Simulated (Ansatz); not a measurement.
**Kick along a soft mode, then relaxed in K2YAgCl6**

Computed with Ansatz, DFT PBEsol, scalar-relativistic, plane waves, PAW. Settings: plane waves to 420 eV, k-mesh 4×4×4 (Γ-centred), Gaussian smearing 0.05 eV. No spin polarisation. Energies are free energies at this smearing, counted from the undisturbed cell; pressure is positive in compression.

Zero of the scan (relaxed at this level; it needn't be the usual structure):

```yaml
crystal:
  lattice:
    - [0.00000, 5.23719, 5.23719]
    - [5.23719, 0.00000, 5.23719]
    - [5.23719, 5.23719, 0.00000]
  atoms:
    - { symbol: K, position: [0.75000, 0.75000, 0.75000] }
    - { symbol: K, position: [0.25000, 0.25000, 0.25000] }
    - { symbol: Y, position: [0.50000, 0.50000, 0.50000] }
    - { symbol: Ag, position: [0.00000, 0.00000, 0.00000] }
    - { symbol: Cl, position: [0.74754, 0.25246, 0.25246] }
    - { symbol: Cl, position: [0.25246, 0.25246, 0.74754] }
    - { symbol: Cl, position: [0.25246, 0.74754, 0.74754] }
    - { symbol: Cl, position: [0.25246, 0.74754, 0.25246] }
    - { symbol: Cl, position: [0.74754, 0.25246, 0.74754] }
    - { symbol: Cl, position: [0.74754, 0.74754, 0.25246] }
```

The atoms are moved along a zone-centre mode of 42i cm⁻¹ (Å):

```tsv
atom	ux	uy	uz
K1	0.106	0.106	0.000
K2	0.106	0.106	0.000
Y3	-0.011	-0.011	0.000
Ag4	0.001	0.001	0.000
Cl5	-0.015	-0.045	0.000
Cl6	-0.045	-0.045	0.000
Cl7	-0.015	-0.045	0.000
Cl8	-0.045	-0.015	0.000
Cl9	-0.045	-0.015	0.000
Cl10	-0.045	-0.045	0.000
```

Cell and atoms are then relaxed.

Question: Does the relaxation return to the undisturbed structure?

Answer: No. It ends 3.2 meV/atom below it, nearly level but in another symmetry or volume. The final space group reads Imm2 (tolerance 0.01 Å) and the volume changes by 1.25 %.

Final structure:

```
K Y Ag Cl
1.0
     0.07846    5.27194    5.23402
     5.27194    0.07846    5.23402
     5.35040    5.35040    0.00000
K Y Ag Cl
2 1 1 6
Direct
  0.75302 0.75302 0.80771
  0.24698 0.24698 0.31375
  0.50000 0.50000 0.49122
  0.00000 0.00000 0.99677
  0.73863 0.26137 0.23531
  0.25189 0.25189 0.73304
  0.24142 0.75858 0.72433
  0.26137 0.73863 0.23531
  0.75858 0.24142 0.72433
  0.74811 0.74811 0.23683
```

The relaxation, step by step (energy from the first step; small jumps at an unchanged geometry come where the plane waves are selected anew for the new cell):

```tsv
step	ΔE (meV/atom)	largest force component (eV/Å)	pressure (GPa)
1	0.0	0.023	0.04
2	-0.1	0.023	0.00
3	-0.9	0.054	-0.16
4	-1.8	0.097	-0.14
5	-2.5	0.020	0.01
6	-2.5	0.013	0.00
7	-2.5	0.002	0.00
8	-2.5	0.002	0.00
```

Cost: 1 run of about 3.7 core-minutes, on Arm Neoverse V2 (shared hosts).